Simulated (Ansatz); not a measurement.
Consider the following.

KI (rock salt) is sheared across one {110} plane: the third cell vector gains the shift, so faults repeat every 7.6 Å. The cut lies between planes 2.54 Å apart; the cell height is held.

```
KI
1.0
    5.07792     0.00000     0.00000
    0.00000     7.18126     0.00000
    2.53896     3.59063     7.61688
I K
3 3
Direct
  0.00000   0.00000   0.83333
  0.33333   0.33333   0.16667
  0.66667   0.66667   0.50000
  0.00000   0.50000   0.83333
  0.33333   0.83333   0.16667
  0.66667   0.16667   0.50000
```

In-plane vectors a = (5.078, 0.000) Å, b = (0.000, 7.181) Å, area 36.47 Å². The shift is x·a + y·b, and the map repeats with period 1 in x and y. The shift is rigid: no atom relaxes. γ = [E(shift) − E(0)] / area.

Computed with PBE (plane waves to 420 eV, PAW, scalar-relativistic; Ansatz, an electronic-structure program). k mesh 6×6×6 (Γ-centred), Fermi-Dirac smearing 0.05 eV. Energies are extrapolated to zero smearing. Points where atoms come too close for the PAW data are left out (x in tables, blank in figures). Faults lie only 7.6 Å apart, and holding the cell height and the atoms raises γ above its relaxed value. KI was relaxed with its symmetry unable to fall. Spin-orbit coupling is left out, though I is heavy. The relaxed volume of KI is well above the measured one; the method has no dispersion term. The zero of γ is zero shift.

The scan covers x from 0.000 to 0.833 in 6 points and y from 0.000 to 0.833 in 6 points.

Q: Where does the grid have local minima besides zero shift?

A: No grid point is one.

Q: Stepping between nearest grid points (4 neighbours each), what is the highest γ met on the easiest way from zero shift to the shift a?

A: 783 mJ/m².

(The slope of γ gives the shear force per area between the displaced halves; near zero shift its curvature is an elastic stiffness.)
